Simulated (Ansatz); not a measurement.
**Electric field gradients in Bi2Se3 under strain**

The cell is a COD entry, relaxed with PBE at fixed cell and then changed (z stretched by 3 %, ions relaxed).

```
CELL_PARAMETERS angstrom
1.96496 1.13447 9.41694
-1.96496 1.13447 9.41694
0.00000 -2.26894 9.41694
ATOMIC_POSITIONS crystal
Bi 0.59784 0.59784 0.59784
Bi 0.40216 0.40216 0.40216
Se 0.79403 0.79403 0.79403
Se 0.20597 0.20597 0.20597
Se 0.00000 0.00000 0.00000
```

Atoms are numbered from 1 in the order listed; like atoms form one site, named after its first atom.

Method: Kohn–Sham DFT in Ansatz, PBE, plane waves and PAW, scalar-relativistic, 420 eV cutoff, Γ-centred 14×14×14 k-points, Fermi–Dirac smearing 0.05 eV.

C_Q = eQV_zz/h, which is 24.18 MHz for Q = 1 b and V_zz = 10²¹ V/m²; η = (V_xx − V_yy)/V_zz.

209Bi: I = 9/2, Q = -516.0 mb. Quadrupole moments are those of Pyykkö's year-2017 table.

Task: Give the quadrupolar parameters of the distinct sites.

Result: 

| site | atoms (order as listed) | first shell | V_xx, V_yy, V_zz (10²¹ V/m²) | η | C_Q (MHz) |
| --- | --- | --- | --- | --- | --- |
| Bi | 1, 2 | 6 Se at 2.81–2.99 Å | -1.42, -1.42, 2.85 | 0.00 | -35.5 |
| Se3 | 3, 4 | 3 Bi at 2.81 Å | -2.41, -2.41, 4.81 | 0.00 | – |
| Se5 | 5 | 6 Bi at 2.99 Å | -5.44, -5.44, 10.87 | 0.00 | – |

An axis of threefold or higher order runs through Bi, Se3 and Se5, so V_zz lies along it and η is zero.

Se has no stable isotope with a ground-state quadrupole moment in the table, so no C_Q is given.

The run finds no gap above 0.1 eV (a metal, or nearly one), so the gradients can move by 10 % or more with the k-mesh. Spin–orbit coupling is left out, which shifts gradients on Bi by a few per cent in wide-gap crystals, and can shift them far more where the calculated gap is small or absent, as here. Semilocal functionals make gaps too small and can close them, so the real compound need not be a metal. At this changed cell the PBE pressure is 10 GPa.

The relaxation (4 steps) took 2.8 min of wall time (2.8 min of CPU time) and 1.6 GiB at its peak, on 1 thread of Intel Xeon 6975P-C (Granite Rapids) (x86_64; 16 cores open to the job, memory cap 3.0 GiB, no GPU), a shared host with a load of 0.4 a core.
